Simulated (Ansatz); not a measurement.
Relaxed Al2O3 (corundum):

```
CELL_PARAMETERS angstrom
      2.40441     1.38819     4.37463
     -2.40441     1.38819     4.37463
      0.00000    -2.77638     4.37463
ATOMIC_POSITIONS crystal
  Al 0.35215 0.35215 0.35215
  Al 0.14785 0.14785 0.14785
  Al 0.64785 0.64785 0.64785
  Al 0.85215 0.85215 0.85215
  O  0.55618 0.94382 0.25000
  O  0.25000 0.55618 0.94382
  O  0.94382 0.25000 0.55618
  O  0.44382 0.05618 0.75000
  O  0.75000 0.44382 0.05618
  O  0.05618 0.75000 0.44382
```

The atoms are displaced by Q × the pattern below (from a DFPT mode at Γ, largest move 1; Q in Å), at fixed cell. It is one choice among 2 degenerate patterns.

```
atom       x       y       z
----  ------  ------  ------
Al1   -0.150   0.496   0.000
Al2    0.150   0.496   0.000
Al3   -0.150   0.496   0.000
Al4    0.150   0.496   0.000
O5     0.000  -0.350   0.937
O6     0.179  -0.661  -0.468
O7    -0.179  -0.661  -0.468
O8     0.000  -0.350   0.937
O9     0.179  -0.661  -0.468
O10   -0.179  -0.661  -0.468
```

The numbers are results of PBE (plane waves to 420 eV, PAW, scalar-relativistic; Ansatz, a program for electronic structure), not measurements. k mesh 8×8×8 (Γ-centred), Fermi-Dirac smearing 0.05 eV. The energy includes the smearing's −TS. Al2O3 was relaxed with its symmetry unable to fall. The zero of ΔE is the undisplaced structure.

| Q (Å) | ΔE (meV/cell) |
|---|---|
| -0.1000 | 567 |
| -0.0833 | withheld |
| -0.0667 | 249 |
| -0.0500 | 140 |
| -0.0333 | 62 |
| -0.0167 | 15 |
| 0.0000 | 0 |
| 0.0167 | 15 |
| 0.0333 | 62 |
| 0.0500 | 140 |
| 0.0667 | 249 |
| 0.0833 | withheld |
| 0.1000 | 567 |

Question: Fit an even polynomial form (powers 2, 4) to the given rows and predict ΔE at Q = -0.0833.

Answer: Least squares on the 11 given rows: ΔE = (55540)·Q² + (115600)·Q⁴, in meV/cell with Q in Å; root-mean-square residual 0.3 meV/cell. At -0.0833 the fit gives 391 meV/cell; the calculation gives 391 meV/cell, the same to the digits shown. The quadratic term alone would give 385 meV/cell.

(For displaced atoms, the force is minus the slope of the energy, and its curvature is a force constant, which sets phonon frequencies.)
